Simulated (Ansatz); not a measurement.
Crystals of one structure type (zinc blende) and one family of elements, relaxed and computed with DFT-r²SCAN in the program Ansatz with PAW potentials; HSE06 gaps on those cells.

```
crystal  gap (eV)  HSE06 gap (eV)
-------  --------  --------------
InAs         0.08            0.36
GaSb         0.42               ?
GaAs         0.97            1.37
BAs          1.37            1.83
BP           1.41            1.96
AlN          3.93            4.55
BN           4.99            5.79
```

**Question.** Fit a straight line to E_g(HSE06) against E_g and predict the withheld value.

**Answer.** Least squares on the 6 shown rows: E_g(HSE06) = 1.091 × E_g + (0.325), with a scatter of 0.05. For GaSb this gives 0.78. The run itself gave 0.77, a miss of 0.01.

All cells were relaxed under the symmetry of their starts (and spin orders); stability against distortions was not tested throughout. Scalar-relativistic: spin–orbit coupling is off unless named, which matters more the heavier the elements.

Potentials: the earlier of the program's two PAW sets. The files were generated under PBE; for other functionals the program regenerates the frozen cores, and for LDA and PBEsol the local potential too.
